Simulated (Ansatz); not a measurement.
Input:

SiSnO₃:
```xyz
5
Lattice="3.4657 0.0000 0.0000 0.0000 3.4657 0.0000 0.0000 0.0000 4.6891" Properties=species:S:1:pos:R:3 pbc="T T T"
Si     1.7329     1.7329     2.2991
Sn     0.0000     0.0000     0.0705
O      1.7329     1.7329     3.9298
O      1.7329     0.0000     1.7879
O      0.0000     1.7329     1.7879
```

This is the PBEsol-relaxed structure. x, y and z are the axes in which the lattice vectors are written.

Q: All from DFT-PBEsol in the program Ansatz with PAW potentials, unless another level is named. Predict the highest zone-centre frequency (without LO–TO term).

A: 865 cm⁻¹.

Q: And the Debye temperature from the elastic constants?

A: 462 K.

Q: Next, the elastic constants (relaxed ions, GPa)?

A: C11 = 257, C12 = 203, C13 = 73.8, C33 = 97.1, C44 = 40.4, C66 = 178.

Q: Predict the piezoelectric stress constants (proper, relaxed ions, C/m²).

A: e15 = e24 = 6.17, e31 = e32 = 1.24, e33 = 1.39.

Space group P4mm. A made-up cell: these elements were put on the sites of a structure type; neither database checked (COD, Materials Project) lists it. Whether it is the stable phase at ambient conditions was not checked. The PBEsol relaxation kept the symmetry of its start; its stability against distortions is not shown here. Signs of piezoelectric constants follow the polarity of the cell as given. Spin–orbit coupling is left out wherever it is not named.

Potentials: the earlier of the program's two PAW sets. The files were generated under PBE; for other functionals the program regenerates the frozen cores, and for LDA and PBEsol the local potential too.
